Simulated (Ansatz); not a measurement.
Consider the following.

LaTaO₄ (space group Cmc2_1)

```cif
data_La2O8Ta2
_chemical_formula_sum 'La2 Ta2 O8'
_space_group_name_H-M_alt 'P 1'
_space_group_IT_number 1
_cell_length_a 7.59144
_cell_length_b 7.59144
_cell_length_c 5.60258
_cell_angle_alpha 90.000
_cell_angle_beta 90.000
_cell_angle_gamma 149.912
loop_
_space_group_symop_operation_xyz
  'x, y, z'
loop_
_atom_site_label
_atom_site_type_symbol
_atom_site_fract_x
_atom_site_fract_y
_atom_site_fract_z
_atom_site_occupancy
La1 La 0.82732 0.17268 0.16727 1
La2 La 0.17268 0.82732 0.66727 1
Ta1 Ta 0.58550 0.41450 0.21655 1
Ta2 Ta 0.41450 0.58550 0.71655 1
O1 O 0.91242 0.08758 0.75040 1
O2 O 0.08758 0.91242 0.25040 1
O3 O 0.46896 0.53104 0.06011 1
O4 O 0.53104 0.46896 0.56011 1
O5 O 0.69965 0.30035 0.42461 1
O6 O 0.30035 0.69965 0.92461 1
O7 O 0.66466 0.33534 0.94766 1
O8 O 0.33534 0.66466 0.44766 1
```

The volume is varied about the relaxed value V₀ at fixed cell shape. The atoms relax within the cell's symmetry.

Method: PBEsol (plane waves to 420 eV, PAW, scalar-relativistic; Ansatz, a program for electronic structure). k mesh 7×7×5 (Γ-centred), Fermi-Dirac smearing 0.05 eV. The energy includes the smearing's −TS. Compression counts positive. With the shape held, the modulus is that of even scaling; a crystal free to change shape is softer. LaTaO4 is run without spin polarisation. LaTaO4 was relaxed with its symmetry unable to fall. Spin-orbit coupling is left out, though Ta is heavy. ΔE is measured from the relaxed starting cell.

The scan covers V/V₀ from 0.940 to 1.060 in 13 points.

Question: What bulk modulus at fixed cell shape B₀ follows from a third-order Birch-Murnaghan fit?

Answer: 145 GPa.

Question: What is the fitted pressure derivative B₀′?

Answer: 5.7.

(Under strain, the slope of the energy per volume gives the stress and its curvature an elastic modulus.)
